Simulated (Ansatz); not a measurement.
Polymorphs of SnS, each relaxed with plane-wave PAW LDA (Ansatz code):

A: Pnma
a = 10.9869 Å, b = 3.9532 Å, c = 4.1870 Å, α = β = γ = 90.00°

```csv
atom,site,symmetry,x,y,z
Sn,4c,.m.,0.1179,0.2500,0.1098
S,4c,.m.,0.3539,0.2500,0.0263
```

B: Cmcm
a = 3.6807 Å, b = 10.8965 Å, c = 5.5722 Å, α = 90.00°, β = 90.00°, γ = 90.00°

| atom | site | symmetry | x | y | z |
|---|---|---|---|---|---|
| Sn | 4c | m2m | 0.0000 | 0.1428 | 0.2500 |
| S | 4c | m2m | 0.0000 | 0.1931 | 0.7500 |

C: Cmcm
a = 4.004 Å, b = 11.177 Å, c = 4.004 Å, α = 90.00°, β = 90.00°, γ = 90.00°

```csv
atom,site,symmetry,x,y,z
Sn,4c,m2m,0.0000,0.1226,0.2500
S,4c,m2m,0.0000,0.3530,0.2500
```

Rank these by energy per atom at 0 K (lowest first), as LDA gives it.

A (+0 meV/atom), C (+9 meV/atom), B (+141 meV/atom)

Give each one's gap.

A 0.51 eV; B 0.13 eV; C no gap.

Not the usual ambient phase: B; C. Weakly bound layers, chains or molecules computed without a dispersion correction, so cells and soft constants are ill determined: A; B; C. All cells were relaxed under the symmetry of their starts (and spin orders); stability against distortions was not tested throughout. Scalar-relativistic: spin–orbit coupling is off unless named, which matters more the heavier the elements.

Energies hold the estimated change up to a 700 eV cutoff; steps of a few meV lie near the error of the meshes.

Potentials: the later of the program's two PAW sets.
